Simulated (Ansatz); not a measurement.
CoSi$_{2}$ (fluorite type, space group Fm-3m): values from a third-order Birch-Murnaghan fit to a volume scan beside measured ones. Computed values: PBEsol (plane waves to 420 eV, PAW, scalar-relativistic; Ansatz, an electronic-structure program). CoSi2 is run without spin polarisation. CoSi2 was relaxed with its symmetry unable to fall. The PAW data are Ansatz's earlier set.

| quantity | reference | kind |
|---|---|---|
| Lattice constant a (Å) | 5.365 | measured, room temperature or unstated |

References as given in: Ganesh Hegde, R. Chris Bowen, Applied Physics Letters (2014), arXiv:1405.1317. Values not taken to low temperature hold thermal and zero-point shifts that a static calculation lacks, so small differences there are no errors of the method.

Q: What does PBEsol give, and how far is that from the reference?

A: 
```json
[
 {"quantity": "Lattice constant a (Å)", "PBEsol": "5.313", "difference": "-1.0 %"}
]
```



(A scan under strain: stresses follow from slopes of the energy per volume, elastic moduli from its curvatures.)
